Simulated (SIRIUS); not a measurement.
Set-up for a self-consistent single point of Ge (C2/m, 2 atoms in the cell; from Materials Project mp-32, changed as shown).

```xyz
2
Lattice="0.0000 2.8374 2.8374 2.8374 0.0000 2.8374 2.7807 2.7807 0.0000" Properties=species:S:1:pos:R:3 pbc="T T T"
Ge     2.8091     2.8091     2.8374
Ge     4.2136     4.2136     4.2561
```

All values come from this method and carry its errors: PBEsol, FP-LAPW (LAPW with two local orbitals a valence shell; core below -3 Ha), all-electron full potential with ZORA scalar-relativistic valence and Dirac core in SIRIUS 7.12.0.

SIRIUS settings:

| setting | value |
|---|---|
| parameters.ngridk | 14 14 14 |
| basis | LAPW with two local orbitals a valence shell, core below -3 Ha |
| unit_cell.atom_type_rmt | {Ge: 2.25} bohr |
| parameters.xc_functionals | [XC_GGA_X_PBE_SOL, XC_GGA_C_PBE_SOL] |
| parameters.aw_cutoff | 7 |
| parameters.pw_cutoff | 20 1/bohr |
| parameters.smearing | fermi_dirac |
| parameters.smearing_width | 0.00367493 Ha |
| parameters.electronic_structure_method | full_potential_lapwlo |
| parameters.lmax_apw | 8 |
| parameters.lmax_rho | 8 |
| parameters.lmax_pot | 8 |
| parameters.auto_rmt | 0 |
| parameters.num_fv_states | 18 |
| parameters.num_mag_dims | 0 |
| parameters.num_dft_iter | 100 |
| parameters.energy_tol | 1e-07 Ha |
| parameters.density_tol | 1e-06 |
| mixer.type | anderson |
| mixer.beta | 0.2 |
| mixer.use_hartree | false |

Results:

```
Item                                                        Value
------------------------------------------------  ---------------
Number of valence electrons                                    28
Number of bands                                                18
Number of k-points after the program's reduction              744
Size of the basis                                             203
Number of SCF iterations                                       12
FFT grid                                             54 × 54 × 50
Free energy E − TS                                -114155.4925 eV
Fermi level (on the code's own zero)                      5.25 eV
Largest force (vector length)                          0.248 eV/Å
```

Forces (eV/Å):
```
atom      Fx      Fy      Fz
----  ------  ------  ------
Ge1    0.105   0.105  -0.199
Ge2   -0.105  -0.105   0.199
```

For comparison: a first run was changed to give this one (lattice vector c scaled by 0.98), and from it to this one the free energy rises by 7.0 meV/atom and the largest force goes from 0.000 to 0.248 eV/Å.

The structure comes from a collection of computed structures, made at another level of theory; the collection holds predicted forms beside known ones. Values depend on the basis (sphere radii, cutoffs, local orbitals), which need not be converged.

Cost on one core: roughly 4 core-minutes.
